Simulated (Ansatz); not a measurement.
ZnS (4H polytype, P6_3mc), plane-wave PAW r²SCAN (Ansatz code). The conduction-band minimum lies at Γ, with 1 equivalent valley. Second derivatives d²E/dk² of the lowest band at one valley (eV·Å²), along Cartesian directions:

```json
[
 {"direction": "[100]", "d²E/dk²": "38.14"},
 {"direction": "[010]", "d²E/dk²": "38.14"},
 {"direction": "[001]", "d²E/dk²": "41.07"},
 {"direction": "[110]", "d²E/dk²": "38.14"},
 {"direction": "[101]", "d²E/dk²": "39.61"},
 {"direction": "[011]", "d²E/dk²": "39.61"}
]
```

Question: Find the principal effective masses, the density-of-states mass and the conductivity mass.

Answer: Off-diagonal terms follow from H_xy = H[110] − (H_xx + H_yy)/2, and m*/mₑ = 7.620 eV·Å² over each eigenvalue: 0.19, 0.20, 0.20. One valley's DOS mass (m₁m₂m₃)^(1/3) = 0.19, conductivity mass 3/(Σ 1/mᵢ) = 0.19 mₑ.

Question: What effective density of states Nc follows at 300 K for parabolic valleys?

Answer: Nc = 2.509e19 × 1 × (0.19)^(3/2) ≈ 2.1e18 cm⁻³.

The cell was relaxed with r²SCAN under the symmetry of its start.

Potentials: the later of the program's two PAW sets.

Edges and masses are those of Kohn–Sham bands, whose gap is no quasiparticle gap.
